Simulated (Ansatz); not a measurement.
LaBr2, first-principles data

LaBr$_{2}$:
```cif
data_Br4La2
_chemical_formula_sum 'La2 Br4'
_space_group_name_H-M_alt 'P 1'
_space_group_IT_number 1
_cell_length_a 4.12822
_cell_length_b 4.12822
_cell_length_c 14.41606
_cell_angle_alpha 90.000
_cell_angle_beta 90.000
_cell_angle_gamma 120.000
loop_
_space_group_symop_operation_xyz
  'x, y, z'
loop_
_atom_site_label
_atom_site_type_symbol
_atom_site_fract_x
_atom_site_fract_y
_atom_site_fract_z
_atom_site_occupancy
La1 La 0.00000 0.00000 0.75000 1
La2 La 0.00000 0.00000 0.25000 1
Br1 Br 0.33333 0.66667 0.11653 1
Br2 Br 0.66667 0.33333 0.88347 1
Br3 Br 0.66667 0.33333 0.61653 1
Br4 Br 0.33333 0.66667 0.38347 1
```
The run is spin-polarised; directions of the spins, atom by atom: ↑ ↑ 0 0 0 0.

Space group P6_3/mmc (No. 194); conventional cell a = b = 4.128 Å, c = 14.416 Å, α = β = 90.00°, γ = 120.00°.

Method: r²SCAN (plane waves, PAW; program Ansatz). Structure relaxed to zero pressure with the same functional. Other levels are named where they apply.

Cell and energy:

- Volume per atom: 35.46 Å³
- Density: 4.66 g/cm³
- Formation energy from the elements (no fitted shifts): -2.08 eV/atom

Electronic structure:

* **Band gap**: 0.86 eV (indirect)
* **Valence-band maximum**: at Γ
* **Conduction-band minimum**: on the Γ–M line, 84 % of the way from Γ (6 equivalent valleys)
* **Smallest direct gap on the standard path**: 1.17 eV

Magnetism:

* **Magnetic order**: ferromagnetic
* **Net moment**: 0.33 μB per atom

The first step of the workflow began from a Materials Project structure, measured or hypothetical; the Crystallography Open Database files this formula in space group No. 194, but the cells were not matched. Whether it is the stable phase at ambient conditions was not checked. Symmetry was held in the r²SCAN relaxation; whether a distortion lowers the energy is not shown. Spin order of the final state: ferromagnetic, chosen from 5 collinear starts compared on coarse meshes (ties went to the first, and starts can fall back to one state), not a proven ground state. Other orbital occupations within this spin state were not tried. No Hubbard U is applied. A crystal of weakly bound layers computed without a dispersion correction: the cell and the soft elastic constants depend strongly on that. The references are the lowest solids computed at this level, not always the standard phases. Scalar-relativistic: spin–orbit coupling is off unless named, which matters more the heavier the elements.

Potentials: the later of the program's two PAW sets.
